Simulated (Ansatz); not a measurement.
Structures of Mg2C: which is lowest?

Plane-wave DFT in Ansatz with scalar-relativistic PAW potentials, cutoff 420 eV, Γ-centred meshes chosen by cell and gap, Gaussian smearing with energies taken to zero width. Every cell was relaxed (cell and atoms) in a run of its own, within the symmetry of its start. Functional: PBE.

Relaxed structures (starts from databases or built by putting these elements on another compound's sites):
A. I4_1/amd, 6 atoms in the computed cell, a = 2.839 Å, c = 22.442 Å; sites (symmetry × multiplicity) Mg 2mm. × 8, C -4m2 × 4; start: built
B. Fmmm, 3 atoms in the computed cell, a = 3.708 Å, b = 4.464 Å, c = 10.902 Å; sites (symmetry × multiplicity) Mg mm2 × 8, C mmm × 4; start: built

Rank them by energy. Could pressure change the order?

| structure | group | E − E(lowest) (meV/atom) | V (Å³/atom) | gap on mesh (eV) |
| --- | --- | --- | --- | --- |
| B | Fmmm | 0.0 | 15.04 | 0.00 |
| A | I4_1/amd | 28.1 | 15.07 | 0.00 |

B is lowest, 28 meV/atom under A. The two lowest differ in volume by under 3 %, too little for a first-order estimate of what pressure does to that pair (other pairs aren't weighed here); with rigid cells even 3 % in favour of the higher one would need about 10 GPa. Other structures may lie lower than all of these, and vibrations aren't counted.